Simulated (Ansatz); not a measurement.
# Fe$_{3}$CoGe$_{4}$ (R3) at 2 levels of theory

One geometry, relaxed with PBE; plane waves with PAW potentials in Ansatz, scalar-relativistic. Collinear spin, ending at 3.2 μB a primitive cell. Gaps are the least over mesh and band path; pressure is positive in compression.

```
Fe Co Ge
1.0
     3.29401    1.90180    2.69041
    -3.29401    1.90180    2.69041
     0.00000   -3.80360    2.69041
Fe Co Ge
3 1 4
Direct
  0.13248 0.86643 0.63506
  0.86643 0.63506 0.13248
  0.63506 0.13248 0.86643
  0.36532 0.36532 0.36532
  0.83957 0.16182 0.34125
  0.16182 0.34125 0.83957
  0.65806 0.65806 0.65806
  0.34125 0.83957 0.16182
```

| level | cutoff (eV) | k mesh | gap (eV) | pressure (GPa) | largest moment (μB) |
| --- | --- | --- | --- | --- | --- |
| PBE | 420 | 12×12×12 | 0 | 0.0 | 1.11 |

Problem. What comes out on the same cell with r2SCAN?

Solution.
| level | cutoff (eV) | k mesh | gap (eV) | pressure (GPa) | largest moment (μB) |
| --- | --- | --- | --- | --- | --- |
| r2SCAN | 500 | 12×12×12 | 0 | -0.7 | 1.85 |

The state reached may not be the lowest one.

The cell was found from a structure generator's guess, not taken from experiment.
